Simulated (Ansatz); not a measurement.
**P: how the free axis answers a strain**

P, Cmce, a = 3.349 Å, b = 9.896 Å, c = 3.830 Å. Ansatz: PBEsol+D3(BJ), PAW, 420 eV, Γ-centred 10×4×10 mesh on 8 atoms, Gaussian smearing 0.10 eV; no spin polarisation. Series: uniaxial strain along a, with b, c and atoms relaxed; x is the strain in per cent. y is the change of c in per cent of 3.830 Å.

| x (%) | y (%) |
| --- | --- |
| -6.0 | ? |
| -4.0 | 3.72 |
| -2.0 | 1.17 |
| 0.0 | 0.00 |
| 2.0 | -1.55 |
| 4.0 | -3.07 |
| 6.0 | -4.15 |

Problem. Fit y = c1 x + c2 x² to the other rows, say what c1 measures, and predict the missing y.

Solution. Least squares on the rows shown. y = −0.8097 x + 0.01868 x². So −c1 = 0.810 is Poisson's ratio for this pair of axes, over the isotropic limit of 0.5, which a direction in an anisotropic crystal may pass. Along b the same runs (not shown) give 0.23. At x = -6.0 the fit asked for gives 5.53 %. The run gave 6.73 %, so the fit is 1.20 % too low, 11 % of the span of the series, against an rms of 0.26 % on the fitted rows. The row lies outside the fitted range. With a term in x³ added, a fit to the same known rows predicts 5.82 %, which recovers part of the miss; the known rows don't hold the rest.